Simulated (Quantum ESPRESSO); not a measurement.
## HfRe2Ru4Ti (input and log of a self-consistent run)

Simulated, not a measurement. The program is pw.x of Quantum ESPRESSO 7.5 (plane-wave density functional theory). The cell is made up: eight metal atoms on a face-centred cubic lattice, with elements, volume, strain and displacements drawn at random and not relaxed, so it may be unstable or far from any real phase. PseudoDojo standard norm-conserving files set the functional (PBE unless stated); there is no spin polarisation or spin-orbit coupling, the Fermi-Dirac width of 0.25 eV means electrons at about 2900 K, and the masses in the input are unused placeholders. Heavy elements are run without spin-orbit coupling, which real alloys of them have. A spin test at this wide smearing found no moment, but such smearing suppresses magnetism that the real alloy may have.

Input:

```
&control calculation='scf', pseudo_dir='./dojo.nc.sr.pbe.v0_5.standard.upf', outdir='./o', disk_io='minimal', tprnfor=.true., tstress=.true. /
&system ibrav=0, nat=8, ntyp=4, nbnd=77, ecutwfc=84.00895049, nosym=.true., tot_charge=0,
 occupations='smearing', smearing='fd', degauss=0.0183746611
/
&electrons conv_thr=1.470e-08, electron_maxstep=70, mixing_beta=0.5 /
ATOMIC_SPECIES
Hf 1.0 Hf.upf
Re 1.0 Re.upf
Ru 1.0 Ru.upf
Ti 1.0 Ti.upf
CELL_PARAMETERS angstrom
0.0011 -1.9901 -2.0047
-0.0584 3.9044 -3.9338
8.1115 -0.0606 0.0562
ATOMIC_POSITIONS angstrom
Hf -0.034 -0.0314 0.0056
Re 4.0886 -0.0227 0.0433
Ru -0.0257 1.9057 -1.9215
Ti 4.0345 1.9241 -1.9571
Ru 1.9857 -0.0205 -1.9585
Ru 6.1468 -0.0375 -1.9185
Ru 2.0127 1.857 -3.9245
Re 6.0329 1.852 -3.8464
K_POINTS automatic
8 4 3 1 1 1
```

The log is shortened where brackets say so; the opening notice, blank lines, dates and the lines on written files are dropped, and the path of the files is cut. It prints rydbergs, bohrs and kilobars, and counts compression as positive stress. Its total energy is the free energy E - TS of the whole cell.

```
     Program PWSCF v.7.5
     Parallel version (MPI & OpenMP), running on       4 processor cores
     Number of MPI processes:                 4
     Threads/MPI process:                     1
     [start-up lines left out]
     bravais-lattice index     =            0
     lattice parameter (alat)  =       5.3380  a.u.
     unit-cell volume          =     856.8929 (a.u.)^3
     number of atoms/cell      =            8
     number of atomic types    =            4
     number of electrons       =       118.00
     number of Kohn-Sham states=           77
     kinetic-energy cutoff     =      84.0090  Ry
     charge density cutoff     =     336.0358  Ry
     scf convergence threshold =      1.5E-08
     mixing beta               =       0.5000
     number of iterations used =            8  plain     mixing
     Exchange-correlation= PBE
                           (   1   4   3   4   0   0   0)
     [axes and pseudopotential details left out]
   Cartesian axes
     site n.     atom                  positions (alat units)
         1        Hf     tau(   1) = (  -0.0120364  -0.0111160   0.0019825  )
         2        Re     tau(   2) = (   1.4474103  -0.0080361   0.0153287  )
         3        Ru     tau(   3) = (  -0.0090981   0.6746392  -0.6802326  )
         4        Ti     tau(   4) = (   1.4282583   0.6811530  -0.6928354  )
         5        Ru     tau(   5) = (   0.7029601  -0.0072572  -0.6933310  )
         6        Ru     tau(   6) = (   2.1760361  -0.0132754  -0.6791705  )
         7        Ru     tau(   7) = (   0.7125184   0.6573988  -1.3893170  )
         8        Re     tau(   8) = (   2.1357143   0.6556288  -1.3616687  )
     number of k points=    48  Fermi-Dirac smearing, width (Ry)=  0.0184
                       cart. coord. in units 2pi/alat
        k(    1) = (   0.0586691   0.0013075  -0.0893328), wk =   0.0416667
        k(    2) = (  -0.1735175  -0.0004930  -0.0876729), wk =   0.0416667
     [further k points left out]
     Dense  grid:    89197 G-vectors     FFT dimensions: (  32,  64,  90)
     Estimated max dynamical RAM per process >     327.51 MB
     Estimated total dynamical RAM >       1.22 GB
     Initial potential from superposition of free atoms
     starting charge     117.9928, renormalised to     118.0000
     Starting wfcs are   80 randomized atomic wfcs
     total cpu time spent up to now is        6.6 secs
     per-process dynamical memory:   246.3 Mb
     Self-consistent Calculation
     iteration #  1     ecut=    84.01 Ry     beta= 0.50
     Davidson diagonalization with overlap
     ethr =  1.00E-02,  avg # of iterations =  3.8
     total cpu time spent up to now is       23.5 secs
     total energy              =   -1385.03757369 Ry
     estimated scf accuracy    <       4.01139460 Ry
     iteration #  2     ecut=    84.01 Ry     beta= 0.50
     Davidson diagonalization with overlap
     ethr =  3.40E-03,  avg # of iterations =  3.6
     total cpu time spent up to now is       40.5 secs
     total energy              =   -1382.97449558 Ry
     estimated scf accuracy    <      79.25564715 Ry
     iteration #  3     ecut=    84.01 Ry     beta= 0.50
     Davidson diagonalization with overlap
     ethr =  3.40E-03,  avg # of iterations =  5.1
     total cpu time spent up to now is       57.2 secs
     total energy              =   -1386.87736976 Ry
     estimated scf accuracy    <       6.46850679 Ry
     iteration #  4     ecut=    84.01 Ry     beta= 0.50
     Davidson diagonalization with overlap
     ethr =  3.40E-03,  avg # of iterations =  1.9
     total cpu time spent up to now is       69.7 secs
     total energy              =   -1387.29592120 Ry
     estimated scf accuracy    <       3.61150684 Ry
     iteration #  5     ecut=    84.01 Ry     beta= 0.50
     Davidson diagonalization with overlap
     ethr =  3.06E-03,  avg # of iterations =  1.1
     total cpu time spent up to now is       81.4 secs
     total energy              =   -1387.37507205 Ry
     estimated scf accuracy    <       0.66801105 Ry
     [iterations 6 to 19 left out]
     iteration # 20     ecut=    84.01 Ry     beta= 0.50
     Davidson diagonalization with overlap
     ethr =  1.95E-09,  avg # of iterations =  1.0
     total cpu time spent up to now is      267.0 secs
     total energy              =   -1387.43416848 Ry
     estimated scf accuracy    <       0.00000017 Ry
     iteration # 21     ecut=    84.01 Ry     beta= 0.50
     Davidson diagonalization with overlap
     ethr =  1.41E-10,  avg # of iterations =  1.5
     total cpu time spent up to now is      279.2 secs
     total energy              =   -1387.43416849 Ry
     estimated scf accuracy    <       0.00000002 Ry
     iteration # 22     ecut=    84.01 Ry     beta= 0.50
     Davidson diagonalization with overlap
     ethr =  1.50E-11,  avg # of iterations =  2.8
     total cpu time spent up to now is      292.7 secs
     total energy              =   -1387.43416849 Ry
     estimated scf accuracy    <       0.00000006 Ry
     iteration # 23     ecut=    84.01 Ry     beta= 0.50
     Davidson diagonalization with overlap
     ethr =  1.50E-11,  avg # of iterations =  1.9
     total cpu time spent up to now is      305.2 secs
     total energy              =   -1387.43416849 Ry
     estimated scf accuracy    <       0.00000003 Ry
     iteration # 24     ecut=    84.01 Ry     beta= 0.50
     Davidson diagonalization with overlap
     ethr =  1.50E-11,  avg # of iterations =  1.0
     total cpu time spent up to now is      316.9 secs
     End of self-consistent calculation
     [lines on levels left out]
!    total energy              =   -1387.43416849 Ry
     estimated scf accuracy    <          9.0E-10 Ry
     smearing contrib. (-TS)   =      -0.14432098 Ry
     internal energy E=F+TS    =   -1387.28984751 Ry
     The total energy is F=E-TS. E is the sum of the following terms:
     one-electron contribution =    -285.14303344 Ry
     hartree contribution      =     211.91749439 Ry
     xc contribution           =    -251.47959913 Ry
     ewald contribution        =   -1062.58470933 Ry
     convergence has been achieved in  24 iterations
     Forces acting on atoms (cartesian axes, Ry/au):
     atom    1 type  1   force =     0.03479872   -0.00207393    0.00921348
     atom    2 type  2   force =    -0.00837829   -0.00184536    0.00104704
     atom    3 type  3   force =     0.00721843    0.02133831   -0.01474055
     atom    4 type  4   force =    -0.01365072   -0.00873375    0.01124693
     atom    5 type  3   force =     0.03446922    0.00205354   -0.00600321
     atom    6 type  3   force =    -0.04748453    0.00210517   -0.01162095
     atom    7 type  3   force =     0.02072928    0.00269980    0.00207164
     atom    8 type  2   force =    -0.02770210   -0.01554377    0.00878562
     Total force =     0.087400     Total SCF correction =     0.000191
     Computing stress (Cartesian axis) and pressure
          total   stress  (Ry/bohr**3)                   (kbar)     P=      -81.61
  -0.00086276   0.00015864  -0.00012984         -126.92       23.34      -19.10
   0.00015864  -0.00038424   0.00000618           23.34      -56.52        0.91
  -0.00012984   0.00000618  -0.00041732          -19.10        0.91      -61.39
     init_run     :      6.05s CPU      6.40s WALL (       1 calls)
     electrons    :    300.22s CPU    310.28s WALL (       1 calls)
     forces       :      2.21s CPU      2.23s WALL (       1 calls)
     stress       :      7.60s CPU      7.61s WALL (       1 calls)
     [timing details left out]
     PWSCF        :   5m16.33s CPU   5m26.81s WALL
     JOB DONE.
```

In other units: free energy -18877.004 eV for the cell, pressure -8.16 GPa, largest force component 1.221 eV/Å in size. The run took 329 s of wall time with four MPI processes on a shared machine (AMD EPYC, older, virtual cores), so the time is rough. A rerun of this cell at a higher cutoff and on a denser mesh moved values by no more than 0.014 eV in energy, 0.13 GPa in stress and 0.009 eV/Å in force, and a second program with other atomic files agreed on that cell to 2 % rms in force and 0.5 GPa in pressure.